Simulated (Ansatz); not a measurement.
A distorted cell of VO$_{2}$ (rutile):

```xyz
6
Lattice="4.5217 0.0000 0.0000 0.0000 4.5217 0.0000 0.0000 0.0000 2.8002" Properties=species:S:1:pos:R:3 pbc="T T T"
V      0.0000     0.0000     0.0000
V      2.2608     2.2608     1.4001
O      1.3566     1.3566     0.0000
O      3.6175     0.9042     1.4001
O      0.9042     3.6175     1.4001
O      3.1651     3.1651     0.0000
```

Calculation: PBE (plane waves to 420 eV, PAW, scalar-relativistic; Ansatz, an electronic-structure program). k mesh 10×10×16 (Γ-centred), Fermi-Dirac smearing 0.05 eV. The energy includes the smearing's −TS. Compression counts positive. The magnetisation changes by over a third across the map, so nothing is fitted. As the atoms are clamped, bonds stretch with the cell, which overstates energies and stresses. With partly filled bands, the response to shear is sensitive to the k mesh, so small differences along c/a are uncertain. Relaxed VO2 ends ferromagnetic. This is a high-temperature form of VO2. VO2 is run spin-polarised and with no Hubbard U. VO2 was relaxed with its symmetry unable to fall. Other magnetic orders were not checked, so this need not be the ground state.

Give the stress tensor in GPa and the pressure.


```
   10.3      0.0      0.0
    0.0     10.3      0.0
    0.0      0.0     12.0
```
The pressure, a third of the trace, is 10.9 GPa.

It is the relaxed cell deformed to V/V₀ = 0.960, (c/a)/(c/a)₀ = 1.000, c along z, fractional positions held. What is its energy relative to the relaxed cell?

13 meV/atom.

(Under strain, the slope of the energy per volume gives the stress and its curvature an elastic modulus.)
